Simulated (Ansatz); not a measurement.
V₃Fe:
```
CELL_PARAMETERS angstrom
      4.61498     0.00000     0.00000
      0.00000     4.61498     0.00000
      0.00000     0.00000     4.61498
ATOMIC_POSITIONS crystal
  V  0.00000 0.50000 0.75000
  V  0.00000 0.50000 0.25000
  V  0.75000 0.00000 0.50000
  V  0.25000 0.00000 0.50000
  V  0.50000 0.75000 0.00000
  V  0.50000 0.25000 0.00000
  Fe 0.50000 0.50000 0.50000
  Fe 0.00000 0.00000 0.00000
```

Relaxed with r²SCAN.

### Question
Which orbitals make up the states near the Fermi level in r²SCAN in the plane-wave PAW code Ansatz?

### Answer
Within 0.5 eV of the Fermi level: V 3d 65 %, Fe 3d 24 %, V 4s 5 %. Projections are on Löwdin-orthogonalised atomic valence shells; empty p or d shells of many metals are not among them.

### Question
Tabulate the density of states.

### Answer
States/eV per cell of 8 atoms, in 0.25 eV bins, energy from the Fermi level.

| E (eV) | total | V 3d | Fe 3d | V 4s |
|---|---|---|---|---|
| -7.80 | 0.00 | 0.00 | 0.00 | 0.00 |
| -7.55 | 0.15 | 0.00 | 0.00 | 0.11 |
| -7.30 | 0.30 | 0.00 | 0.00 | 0.21 |
| -7.05 | 0.40 | 0.00 | 0.00 | 0.28 |
| -6.80 | 0.50 | 0.00 | 0.00 | 0.34 |
| -6.55 | 0.59 | 0.01 | 0.00 | 0.40 |
| -6.30 | 0.68 | 0.01 | 0.00 | 0.46 |
| -6.05 | 0.78 | 0.02 | 0.01 | 0.51 |
| -5.80 | 0.88 | 0.04 | 0.01 | 0.56 |
| -5.55 | 1.00 | 0.06 | 0.01 | 0.62 |
| -5.30 | 1.14 | 0.09 | 0.02 | 0.67 |
| -5.05 | 1.31 | 0.14 | 0.03 | 0.73 |
| -4.80 | 1.55 | 0.23 | 0.05 | 0.79 |
| -4.55 | 2.09 | 0.41 | 0.09 | 0.90 |
| -4.30 | 2.35 | 0.66 | 0.11 | 0.76 |
| -4.05 | 2.47 | 0.95 | 0.11 | 0.73 |
| -3.80 | 7.18 | 3.57 | 1.14 | 1.86 |
| -3.55 | 8.58 | 4.23 | 2.35 | 1.61 |
| -3.30 | 12.41 | 6.65 | 3.69 | 1.45 |
| -3.05 | 7.62 | 4.25 | 2.37 | 0.65 |
| -2.80 | 4.86 | 2.84 | 1.47 | 0.29 |
| -2.55 | 5.45 | 3.13 | 1.86 | 0.15 |
| -2.30 | 11.89 | 5.16 | 6.23 | 0.18 |
| -2.05 | 17.13 | 6.75 | 9.63 | 0.26 |
| -1.80 | 9.94 | 4.23 | 4.98 | 0.37 |
| -1.55 | 13.96 | 8.27 | 4.25 | 0.76 |
| -1.30 | 18.69 | 11.93 | 5.16 | 0.67 |
| -1.05 | 14.81 | 8.89 | 4.03 | 0.75 |
| -0.80 | 11.82 | 7.51 | 2.73 | 0.59 |
| -0.55 | 12.13 | 7.74 | 2.96 | 0.62 |
| -0.30 | 6.83 | 4.31 | 1.79 | 0.31 |
| -0.05 | 6.70 | 4.45 | 1.51 | 0.38 |
| 0.20 | 4.36 | 2.82 | 1.06 | 0.27 |
| 0.45 | 4.42 | 3.04 | 1.03 | 0.17 |
| 0.70 | 12.51 | 8.40 | 3.34 | 0.36 |
| 0.95 | 12.36 | 8.18 | 3.67 | 0.24 |
| 1.20 | 11.58 | 8.11 | 3.01 | 0.18 |
| 1.45 | 7.22 | 5.26 | 1.56 | 0.17 |
| 1.70 | 5.34 | 4.18 | 0.94 | 0.10 |
| 1.95 | 9.18 | 7.69 | 1.33 | 0.08 |
| 2.20 | 12.35 | 10.57 | 1.53 | 0.12 |
| 2.45 | 12.00 | 10.55 | 1.05 | 0.25 |

Space group Pm-3n (A15 (Cr3Si type)). The workflow started from a Materials Project entry (that database holds measured and hypothetical structures alike); the Crystallography Open Database copy checked does not list it. Its standing as an ambient phase is unchecked. The r²SCAN relaxation kept the symmetry of its start; whether a distortion lowers the energy is not shown. The run is not spin-polarised.

Potentials: the later of the program's two PAW sets.
